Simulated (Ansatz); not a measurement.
The relaxed structure here is a generated cell of MgO: the first start was made by placing the elements on the sites of a structure type, and the end was not matched to a known phase here, so it may be hypothetical. Known forms of MgO include space group No. 225.

The end point of a relaxation of MgO. Space group P4₂/mmc (No. 131). Level of theory: PBE (plane waves to 420 eV, PAW, scalar-relativistic; Ansatz, a program for electronic structure).

```cif
data_Mg2O2
_chemical_formula_sum 'Mg2 O2'
_space_group_name_H-M_alt 'P 1'
_space_group_IT_number 1
_cell_length_a 3.01907
_cell_length_b 3.01907
_cell_length_c 5.43043
_cell_angle_alpha 90.000
_cell_angle_beta 90.000
_cell_angle_gamma 90.000
loop_
_space_group_symop_operation_xyz
  'x, y, z'
loop_
_atom_site_label
_atom_site_type_symbol
_atom_site_fract_x
_atom_site_fract_y
_atom_site_fract_z
_atom_site_occupancy
Mg1 Mg 0.00000 0.50000 0.00000 1
Mg2 Mg 0.50000 0.00000 0.50000 1
O1 O 0.00000 0.00000 0.25000 1
O2 O 0.00000 0.00000 0.75000 1
```

Question: Predict the band gap from PBE.

Answer: 1.16 eV, indirect (valence top at M, conduction bottom at Γ) (no spin-orbit coupling).

Question: What is the computed smallest direct gap (PBE)?

Answer: 1.31 eV at Γ.

No spin polarisation in the result.

The run could not lose the symmetry of its start: the end is stationary, and may be a saddle point rather than a minimum.

All atoms sit on sites fixed by symmetry, so only the cell could relax.
